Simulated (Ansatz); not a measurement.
**Electric field gradients in Hf**

All numbers below come from Ansatz 0.2.0, DFT PBEsol, scalar-relativistic, plane waves, PAW. Cutoff 420 eV, 18×18×8 k-points (Γ-centred), Fermi-Dirac smearing of 0.15 eV. No spin polarisation.

Equilibrium structure at this level:
```yaml
crystal:
  lattice:
    - [3.15709, 0.00000, 0.00000]
    - [-1.57854, 2.73412, 0.00000]
    - [0.00000, 0.00000, 5.01339]
  atoms:
    - { symbol: Hf, position: [0.33333, 0.66667, 0.25000] }
    - { symbol: Hf, position: [0.66667, 0.33333, 0.75000] }
```

In a metal these results depend on the k mesh and the smearing. Spin–orbit coupling is left out, which matters for gradients at heavy nuclei.

Give V_zz (10²¹ V/m²) and the asymmetry η at each distinct site.

Results:

```json
{"atom": "Hf (atom 1)", "V_zz": "9.48", "η": "0.00"}
```

Cost: 1 run of about 0.083 core-minutes, on Intel Xeon 6975P-C (Granite Rapids) (shared hosts).